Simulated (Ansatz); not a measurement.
Relaxed-ion elastic tensor of TiAl (CsCl type, space group No. 221) in GPa (Voigt order), LDA in the plane-wave PAW code Ansatz; density 4.07 g/cm³, 15.25 Å³ per atom.

|  | 1 | 2 | 3 | 4 | 5 | 6 |
|---|---|---|---|---|---|---|
| 1 | 79.9 | 148 | 148 | 0.0 | 0.0 | 0.0 |
| 2 | 148 | 79.9 | 148 | 0.0 | 0.0 | 0.0 |
| 3 | 148 | 148 | 79.9 | 0.0 | 0.0 | 0.0 |
| 4 | 0.0 | 0.0 | 0.0 | 77.1 | 0.0 | 0.0 |
| 5 | 0.0 | 0.0 | 0.0 | 0.0 | 77.1 | 0.0 |
| 6 | 0.0 | 0.0 | 0.0 | 0.0 | 0.0 | 77.1 |

Problem. Is the crystal mechanically stable?

Solution. No: the smallest eigenvalue of C is -68.1 GPa.

Space group Pm-3m (CsCl type). The workflow started from a Materials Project entry (that database holds measured and hypothetical structures alike); the Crystallography Open Database copy checked does not list it. With Ti and Al taken as one species the cell has the higher symmetry Im-3m, so it may be an ordered model of a mixed-site phase. It is not the phase usual at ambient conditions (space group No. 123). The cell was relaxed with LDA under the symmetry of its start. At this level the phase is mechanically unstable. No spin polarisation was allowed. As this level gives no gap, shear constants depend on the k-mesh and smearing (Fermi–Dirac, 0.1 eV here).

Potentials: the later of the program's two PAW sets.
